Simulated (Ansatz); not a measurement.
PbI₂ (CdI2 type)

```
CELL_PARAMETERS angstrom
      4.43966     0.00000     0.00000
     -2.21983     3.84486     0.00000
      0.00000     0.00000     6.74199
ATOMIC_POSITIONS crystal
  Pb 0.00000 0.00000 0.00000
  I  0.33333 0.66667 0.28024
  I  0.66667 0.33333 0.71976
```

The slice is a (1 -1 0 0) plane (indices of the conventional cell) through the point (0.667, 0.333, 0.720) (fractional), spanned by u = [110] and v = [001] in vectors of this cell: u (4.44 Å) and v (6.74 Å, at 90° to u). It covers one period; positions are fractions (u, v).

Level of theory: PBEsol-D3(BJ) (plane waves to 420 eV, PAW, scalar-relativistic; Ansatz, a first-principles code). k mesh 9×9×5. These are valence fields of a PAW run, semicore shells included where kept as valence: close to a nucleus they are smooth pseudo fields. PbI2 was relaxed with its symmetry unable to fall. Spin-orbit coupling is left out, though I and Pb are heavy. The PAW data are Ansatz's earlier set.

Question: Predict the map of the electron localisation function (ELF) on the slice.

Answer: 
```
|xx6994004996x|
|5689820028986|
|9999400004999|
|9983000000389|
|5410013310014|
|0000268862000|
|0002689986200|
|0004899998400|
|0014899998410|
|0013688886310|
|0002456654200|
|0001223322100|
|0000122221000|
|1100133331001|
|6531133331135|
|9874223322478|
|8898311113898|
|4589720027985|
|xx6993003996x|
|xx5895005985x|
```
Scale: ten equal steps from 0.01 (start of '0') to 0.76 (end of '9'), in the order '0123456789'. Values: electron localisation function (ELF). The map has 13 points along u (one character each, u = 0 at the left) and 20 along v (v = 0 in the bottom row). Points within 0.5 Å of a nucleus are blanked (x), as the pseudised field means little there.
